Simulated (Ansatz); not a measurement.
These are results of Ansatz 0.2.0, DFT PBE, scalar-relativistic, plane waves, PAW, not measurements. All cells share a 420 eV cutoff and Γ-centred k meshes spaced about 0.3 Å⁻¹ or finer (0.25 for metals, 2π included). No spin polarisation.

Temperature and zero-point effects are left out.

Compare these two cells of Ga₂GeSe₂, each relaxed at this level.

A.

```yaml
crystal:
  lattice:
    - [3.88352, 0.00000, 0.00000]
    - [-1.94176, 3.36323, 0.00000]
    - [0.00000, 0.00000, 22.25115]
  atoms:
    - { symbol: Ga, position: [0.66667, 0.33333, 0.76718] }
    - { symbol: Ga, position: [0.66667, 0.33333, 0.65603] }
    - { symbol: Ga, position: [0.33333, 0.66667, 0.23282] }
    - { symbol: Ga, position: [0.33333, 0.66667, 0.34397] }
    - { symbol: Ge, position: [0.33333, 0.66667, 0.01736] }
    - { symbol: Ge, position: [0.66667, 0.33333, 0.98264] }
    - { symbol: Se, position: [0.00000, 0.00000, 0.60476] }
    - { symbol: Se, position: [0.00000, 0.00000, 0.81858] }
    - { symbol: Se, position: [0.00000, 0.00000, 0.18142] }
    - { symbol: Se, position: [0.00000, 0.00000, 0.39525] }
```

B.

```yaml
crystal:
  lattice:
    - [2.02424, 1.16870, 7.99291]
    - [-2.02424, 1.16870, 7.99291]
    - [0.00000, -2.33739, 7.99291]
  atoms:
    - { symbol: Ga, position: [0.20296, 0.20296, 0.20296] }
    - { symbol: Ga, position: [0.79704, 0.79704, 0.79704] }
    - { symbol: Ge, position: [0.00000, 0.00000, 0.00000] }
    - { symbol: Se, position: [0.59940, 0.59940, 0.59940] }
    - { symbol: Se, position: [0.40060, 0.40060, 0.40060] }
```

**Question.** Which would you expect to be lower, and how large is the difference?

**Answer.** A is lower, by 130 meV/atom. A has space group P-3m1 (No. 164), 29.1 Å³/atom and no gap on its mesh; B has space group R-3m (No. 166), 22.7 Å³/atom and no gap. A holds Ge–Ge nets (shortest 2.37 Å); in B the shortest Ge–Ge distance is 4.05 Å. In A, Ga on its first site has 1 Ga at 2.47 Å and 3 Se at 2.52 Å; Ge has 3 Ge at 2.37 Å; Se on its first site is surrounded by 3 Ga at 2.52 Å; 2 more sites not described. In B, Ga is surrounded by 3 Se at 2.78 Å and 3 Ga at 2.91 Å; Ge has 6 Se at 2.84 Å; Se is surrounded by 3 Ga at 2.78 Å and 3 Ge at 2.84 Å. Both come from trial cells of a structure search, whose lowest cell (P-3m1, 27.6 Å³/atom) lies 96 meV/atom below the lower of the two.

Weakly bound directions are ill-defined at this level, which has no dispersion term (P-3m1), and this can change margins and order among such cells. The zero gap of P-3m1 may come from the functional, which often closes small gaps, or the cell may be a true semimetal. Cells relaxed within their symmetry can be saddle points. Some structure types and database cells were kept out of the candidates from the start, so a known form may be missing.
